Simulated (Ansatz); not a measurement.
CF4:
```xyz
10
Lattice="4.1643 2.1062 0.0000 -4.1643 2.1062 0.0000 -4.1189 0.0000 7.1759" Properties=species:S:1:pos:R:3 pbc="T T T"
F     -3.4015     2.0948     4.3473
F     -2.7769     2.0948     6.4165
F     -0.7174     2.1176     2.8286
F     -1.3420     2.1176     0.7594
C     -1.0297     2.8829     1.7940
C     -3.0892     1.3295     5.3819
F     -2.0640     3.6466     2.1080
F      0.0045     3.6466     1.4800
F     -2.0549     0.5658     5.0679
F     -4.1235     0.5658     5.6959
```

Relaxed with r²SCAN+D4. Special points in fractions of this cell's reciprocal vectors: Γ (0.000, 0.000, 0.000); C (0.335, 0.335, 0.000); C2 (-0.335, 0.665, 0.000); Y2 (-0.500, 0.500, 0.000); M2 (-0.500, 0.500, 0.500); D (-0.292, 0.708, 0.500); D2 (0.292, 0.292, 0.500); A (0.000, 0.000, 0.500); L2 (0.000, 0.500, 0.500); V2 (0.000, 0.500, 0.000).

Question: List the band energies nearest the valence-band maximum at these points for the program Ansatz at the r²SCAN+D4 level (PAW).

Answer: In eV from the valence-band maximum; about four levels below and three above (degenerate sets whole), none deeper than 8.9 eV; points with the same levels are listed once.

```csv
k,below,above
Γ,-0.24 -0.20 -0.20 -0.06,10.48 13.40 13.59
C,-0.14 -0.13 -0.05 -0.02,13.69 13.71 13.92
Y2,-0.13 -0.13 -0.08 -0.07,13.33 13.35 13.52
M2,-0.15 -0.15 -0.06 -0.06,12.93 12.93 13.97 13.97
D,-0.09 -0.09 -0.05 -0.05,13.71 13.71 13.86 13.86
A,-0.26 -0.26 -0.08 -0.08,11.47 11.47 14.38 14.38
L2,-0.11 -0.10 -0.01 0.00,13.24 13.49 13.84
V2,-0.09 -0.07 -0.06 -0.01,13.36 13.44 14.07
```

Space group C2/c. The workflow started from an entry of the Crystallography Open Database (COD). The r²SCAN+D4 relaxation kept the symmetry of its start; its stability against distortions is not shown here. The substance is a gas or liquid at ambient conditions.

Potentials: the later of the program's two PAW sets.
